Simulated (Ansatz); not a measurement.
## Orbital-resolved density of states of ZrAg2

```xyz
3
Lattice="-1.7717 1.7717 4.5049 1.7717 -1.7717 4.5049 1.7717 1.7717 -4.5049" Properties=species:S:1:pos:R:3 pbc="T T T"
Zr    0.0000    0.0000    0.0000
Ag    0.0000    0.0000    6.0590
Ag    0.0000    0.0000    2.9508
```

Atoms are numbered in the order listed.

Structure from Materials Project entry mp-1008601 (possibly hypothetical), not relaxed further.

Method: DFT, PBEsol, all-electron LAPW, scalar-relativistic in Ansatz 0.2.0.

Sampling and basis: a Γ-centred 14×14×14 k mesh, Fermi–Dirac smearing of 0.05 eV, basis error target 1 meV/atom, no spin polarisation.

States per eV for one atom of each kind, in 0.4 eV bins named by their centres, from the Fermi level, projected on a minimal set of Löwdin-orthogonalised atomic shells; orbitals are real harmonics on the Cartesian axes, equal curves share a column, and empty bins are left out, as is all above 4.3 eV, near the top of the computed bands.

Zr1 4d:

```
# E all dz2 dxz=dyz dx2-y2 dxy
-6.7 0.01 0.00 0.00 0.00 0.00
-6.3 0.32 0.08 0.08 0.05 0.03
-5.9 0.61 0.17 0.14 0.04 0.11
-5.5 0.31 0.06 0.03 0.09 0.09
-5.1 0.25 0.03 0.06 0.09 0.01
-4.7 0.25 0.05 0.04 0.03 0.08
-4.3 0.11 0.01 0.03 0.01 0.02
-3.9 0.04 0.01 0.01 0.01 0.00
-3.5 0.12 0.02 0.04 0.02 0.01
-3.1 0.20 0.03 0.06 0.02 0.04
-2.7 0.43 0.04 0.05 0.01 0.29
-2.3 0.55 0.09 0.12 0.02 0.20
-1.9 0.79 0.20 0.20 0.02 0.17
-1.5 0.75 0.30 0.14 0.03 0.15
-1.1 0.84 0.18 0.16 0.10 0.24
-0.7 0.84 0.16 0.18 0.20 0.13
-0.3 1.37 0.09 0.17 0.91 0.03
0.1 1.04 0.14 0.10 0.66 0.03
0.5 1.43 0.25 0.32 0.46 0.07
0.9 3.54 1.19 0.89 0.40 0.17
1.3 2.43 0.49 0.54 0.17 0.70
1.7 1.93 0.31 0.22 0.20 0.96
2.1 1.50 0.14 0.35 0.13 0.54
2.5 1.46 0.07 0.45 0.07 0.41
2.9 0.36 0.03 0.15 0.03 0.02
3.3 0.32 0.07 0.07 0.10 0.01
3.7 0.84 0.23 0.02 0.55 0.01
4.1 0.47 0.12 0.02 0.30 0.02
```

Ag2 4d:

```
# E all dz2 dxz=dyz dx2-y2 dxy
-6.7 0.02 0.00 0.00 0.00 0.01
-6.3 2.32 0.62 0.41 0.49 0.39
-5.9 5.54 0.87 1.20 0.68 1.60
-5.5 3.58 0.79 0.84 0.39 0.71
-5.1 2.95 0.67 0.69 0.65 0.23
-4.7 4.15 0.89 0.75 1.08 0.67
-4.3 4.26 0.71 0.68 1.33 0.87
-3.9 0.50 0.06 0.10 0.05 0.19
-3.5 0.23 0.05 0.04 0.06 0.05
-3.1 0.15 0.03 0.02 0.04 0.03
-2.7 0.11 0.05 0.01 0.01 0.02
-2.3 0.12 0.04 0.02 0.04 0.01
-1.9 0.09 0.03 0.01 0.03 0.01
-1.5 0.05 0.01 0.01 0.02 0.00
-1.1 0.04 0.01 0.01 0.02 0.01
-0.7 0.05 0.00 0.01 0.02 0.00
-0.3 0.08 0.00 0.01 0.06 0.00
0.1 0.06 0.00 0.01 0.02 0.00
0.5 0.07 0.01 0.02 0.01 0.01
0.9 0.19 0.07 0.03 0.01 0.04
1.3 0.10 0.02 0.03 0.00 0.02
1.7 0.09 0.02 0.03 0.00 0.01
2.1 0.06 0.01 0.02 0.00 0.02
2.5 0.06 0.01 0.01 0.00 0.04
2.9 0.02 0.00 0.00 0.00 0.02
3.3 0.02 0.00 0.00 0.00 0.01
3.7 0.01 0.00 0.00 0.00 0.00
```

Zr1 5s:

```
# E all
-7.5 0.02
-7.1 0.07
-6.7 0.10
-6.3 0.26
-5.9 0.14
-5.5 0.10
-5.1 0.13
-4.7 0.21
-4.3 0.06
-3.9 0.07
-3.5 0.11
-3.1 0.12
-2.7 0.10
-2.3 0.11
-1.9 0.07
-1.5 0.09
-1.1 0.15
-0.7 0.12
-0.3 0.06
0.1 0.02
0.5 0.06
0.9 0.28
1.3 0.13
1.7 0.16
2.1 0.09
2.5 0.09
2.9 0.07
3.3 0.09
3.7 0.17
4.1 0.13
```

Ag2 5s:

```
# E all
-7.5 0.02
-7.1 0.06
-6.7 0.11
-6.3 0.29
-5.9 0.34
-5.5 0.15
-5.1 0.04
-4.7 0.08
-4.3 0.05
-3.9 0.10
-3.5 0.16
-3.1 0.17
-2.7 0.18
-2.3 0.28
-1.9 0.20
-1.5 0.10
-1.1 0.06
-0.7 0.06
-0.3 0.04
0.1 0.02
0.5 0.02
0.9 0.06
1.3 0.03
1.7 0.04
2.1 0.08
2.5 0.11
2.9 0.15
3.3 0.20
3.7 0.11
4.1 0.06
```
